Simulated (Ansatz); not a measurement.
Relaxed Ge (diamond):

```
Ge
1.0
    0.00000     2.88111     2.88111
    2.88111     0.00000     2.88111
    2.88111     2.88111     0.00000
Ge
2
Direct
  0.50000   0.50000   0.50000
  0.75000   0.75000   0.75000
```

Scan: atom 2 (Ge, nearest neighbour Ge at 2.495 Å; its periodic images, 4.1 Å or more away, move with it) is displaced along Cartesian x, direction (1.000, 0.000, 0.000) in Cartesian axes, by s. The other atoms stay.

Level of theory: PBE (plane waves to 420 eV, PAW, scalar-relativistic; Ansatz, an electronic-structure program). k mesh 11×11×11 (Γ-centred), Fermi-Dirac smearing 0.05 eV. Energies are smeared free energies. With partly filled bands, energies and forces of such displacements shift with the k mesh and the smearing. Ge was relaxed with its symmetry unable to fall. The PAW data are Ansatz's earlier set. ΔE is measured from the undisplaced structure.

Successive frames, forces in eV/Å:

| frame | ΔE (meV/cell) | F on Ge1 | F on Ge2 |
|---|---|---|---|
| s = 0.600 Å | 1493 | (4.104, 0.000, 0.000) | (-4.104, 0.000, 0.000) |
| s = 0.450 Å | 910 | (3.614, 0.000, 0.000) | (-3.614, 0.000, 0.000) |
| s = 0.300 Å | 428 | (2.717, 0.000, 0.000) | (-2.717, 0.000, 0.000) |

Question: What are the energy and the forces in the next frame, s = 0.150 Å?

Answer: ΔE (meV/cell) = 110.

```
atom      Fx     Fy     Fz
----  ------  -----  -----
Ge1    1.464  0.000  0.000
Ge2   -1.464  0.000  0.000
```

(For displaced atoms, the force is minus the slope of the energy, and its curvature is a force constant, which sets phonon frequencies.)
